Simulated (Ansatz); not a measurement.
Relaxed candidate structures of CoPdO2:

A. R-3m, hexagonal axes (No. 166), hR4; a = 2.8148 Å, b = 2.8148 Å, c = 17.6288 Å, α = 90.00°, β = 90.00°, γ = 120.00°; Pd 3a (0.000, 0.000, 0.000); Co 3b (0.000, 0.000, 0.500); O 6c (0.000, 0.000, 0.113); non-magnetic

B. P2 (No. 3), mP8; a = 4.0194 Å, b = 4.6142 Å, c = 5.4656 Å, α = 90.00°, β = 90.09°, γ = 90.00°; Co 2e (0.596, 0.924, 0.189); O 2e (0.321, 0.654, 0.271); O 2e (0.180, 0.240, 0.770); Pd 1d (0.500, 0.310, 0.500); Pd 1a (0.000, 0.587, 0.000); ferromagnetic

C. P-4m2 (No. 115), tP8; a = b = 5.000 Å, c = 6.896 Å, α = β = γ = 90.00°; Co 2e (0.000, 0.000, 0.345); O 4j (0.284, 0.000, 0.228); Pd 1a (0.000, 0.000, 0.000); Pd 1c (0.500, 0.500, 0.500); ferromagnetic

Task: Rank these by energy per atom (lowest first), as PBEsol (plane waves to 420 eV, PAW, scalar-relativistic; Ansatz, a quantum-chemistry and plane-wave program) gives it.

Result: A (reference, the lowest among the structures calculated here), B (+0.62 eV/atom), C (+1.46 eV/atom)

Probably no minimum, since a slightly shaken restart fell lower: P-4m2, tP8, ferromagnetic (by 0.85 eV/atom, to P2). 4 runs with a doubtful electronic state, a coarser numerical grid, an end not at rest or a source that can't be used are left out. Each run could gain symmetry but not lose that of its start, so entries can be saddle points. All of these are generated cells (placed on structure types, drawn at random, substituted or restacked) that were not matched to a known phase here. Each structure is listed in the lowest spin state found for it. Static energies at zero pressure. Spin states reached: non-magnetic, ferromagnetic; non-magnetic ones ran without spin or lost their moments; spin orders were not searched systematically. No Hubbard U is applied. A magnetic insulating state can be missed without it.
